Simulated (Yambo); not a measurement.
Yambo input for LiBr (wurtzite, space group P6_3mc, No. 186) under biaxial strain of +2 % along x and y, z relaxed (a = b = 4.217 Å, c = 6.460 Å, α = β = 90.00°, γ = 120.00°), on PBEsol (Quantum ESPRESSO, PseudoDojo norm-conserving, 74 Ry, without SOC) wavefunctions on a 9×9×4 mesh:

```
optics
chi
dipoles
kernel
FFTGvecs= 40 Ry
Chimod= "HARTREE"
NGsBlkXd= 4 Ry
% QpntsRXd
 1 | 1 |
%
% BndsRnXd
 3 | 67 |
%
GrFnTpXd= "R"
% EnRngeXd
 0.0 | 20.0 | eV
%
% DmRngeXd
 0.2 | 0.2 | eV
%
CGrdSpXd= 50
ETStpsXd= 161
% LongDrXd
 1.0 | 0.0 | 0.0 |
%
```

First lines of the file o-*.eps_q1_inv_rpa_dyson:

```
Absorption @ Q(1):   1.00000000     0.00000000     0.00000000    [q->0 direction]
#
# [ X ] Hartree size     :   99
# [GEN] GF Energies     : Perdew, Burke & Ernzerhof SOL(X)+Perdew, Burke & Ernzerhof SOL(C)
# [GEN] Green`s Function     : Retarded
#
# [GEN] Gauge     : Length
# [GEN] [r,Vnl] included     : yes
#
#    E[1] [eV]     Im(eps)     Re(eps)     Im(eps_o)     Re(eps_o)
#
     0.000000     0.17596E-15     2.579677     -0.72979E-18     3.122084
     0.125000     0.001023     2.579996     0.001473     3.122543
     0.250000     0.002049     2.580953     0.002951     3.123921
     0.375000     0.003082     2.582551     0.004438     3.126223
     0.500000     0.004125     2.584796     0.005940     3.129456
     0.625000     0.005181     2.587695     0.007461     3.133631
     0.750000     0.006255     2.591258     0.009007     3.138762
     0.875000     0.007351     2.595496     0.010584     3.144864
     1.000000     0.008471     2.600424     0.012196     3.151960
     1.125000     0.009622     2.606059     0.013851     3.160073
     1.250000     0.010806     2.612421     0.015554     3.169232
     1.375000     0.012030     2.619533     0.017313     3.179468
     1.500000     0.013300     2.627421     0.019136     3.190818
     1.625000     0.014620     2.636114     0.021031     3.203325
     1.750000     0.015998     2.645646     0.023008     3.217037
     1.875000     0.017442     2.656055     0.025078     3.232006
     2.000000     0.018960     2.667385     0.027251     3.248294
     2.125000     0.020562     2.679683     0.029541     3.265969
     2.250000     0.022258     2.693005     0.031964     3.285107
     2.375000     0.024062     2.707413     0.034537     3.305795
     2.500000     0.025988     2.722978     0.037279     3.328131
     2.625000     0.028053     2.739778     0.040213     3.352227
     2.750000     0.030278     2.757906     0.043367     3.378208
     2.875000     0.032686     2.777467     0.046773     3.406218
     3.000000     0.035307     2.798580     0.050468     3.436422
     3.125000     0.038176     2.821386     0.054500     3.469012
     3.250000     0.041337     2.846047     0.058925     3.504207
     3.375000     0.044844     2.872756     0.063813     3.542265
     3.500000     0.048768     2.901739     0.069253     3.583491
     3.625000     0.053200     2.933271     0.075360     3.628247
     3.750000     0.058262     2.967684     0.082288     3.676972
     3.875000     0.064123     3.005390     0.090243     3.730200
     4.000000     0.071026     3.046907     0.099520     3.788599
```
(The file goes on to the top of the energy range.) Convergence of the RPA response with its 9×9×4 mesh was not tested.

This is not the ordinary phase of the substance; no match was found in the copy of COD used, and its stability was not checked.
